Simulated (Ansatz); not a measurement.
ScPt:
```yaml
crystal:
  lattice:
    - [3.25977, 0.00000, 0.00000]
    - [0.00000, 3.25977, 0.00000]
    - [0.00000, 0.00000, 3.25977]
  atoms:
    - { symbol: Sc, position: [0.50000, 0.50000, 0.50000] }
    - { symbol: Pt, position: [0.00000, 0.00000, 0.00000] }
```

Relaxed with PBEsol. Special points in fractions of this cell's reciprocal vectors: Γ (0.000, 0.000, 0.000); X (0.000, 0.500, 0.000); M (0.500, 0.500, 0.000); R (0.500, 0.500, 0.500).

### Question
List the band energies nearest the Fermi level at these points for PBEsol with spin–orbit coupling in the plane-wave PAW code Ansatz.

### Answer
In eV from the Fermi level; about four levels below and three above (degenerate sets whole), none deeper than 8.9 eV; points with the same levels are listed once.

```
k                                below                          above
-  -----------------------------------  -----------------------------
Γ  -2.85 -2.85 -2.85 -2.85 -2.16 -2.16            1.72 1.72 1.72 1.72
X              -2.02 -2.02 -0.57 -0.57            0.09 0.09 1.31 1.31
M              -1.35 -1.35 -0.56 -0.56            0.01 0.01 0.79 0.79
R              -1.00 -1.00 -1.00 -1.00  3.30 3.30 3.99 3.99 3.99 3.99
```

Space group Pm-3m (CsCl type). The workflow started from a Materials Project entry (that database holds measured and hypothetical structures alike); the Crystallography Open Database files this formula in space group No. 221, but the cells were not matched. Its standing as an ambient phase is unchecked. The cell was relaxed with PBEsol under the symmetry of its start; of distortions, only those at the zone centre were tested. No spin polarisation was allowed.

Potentials: the later of the program's two PAW sets.
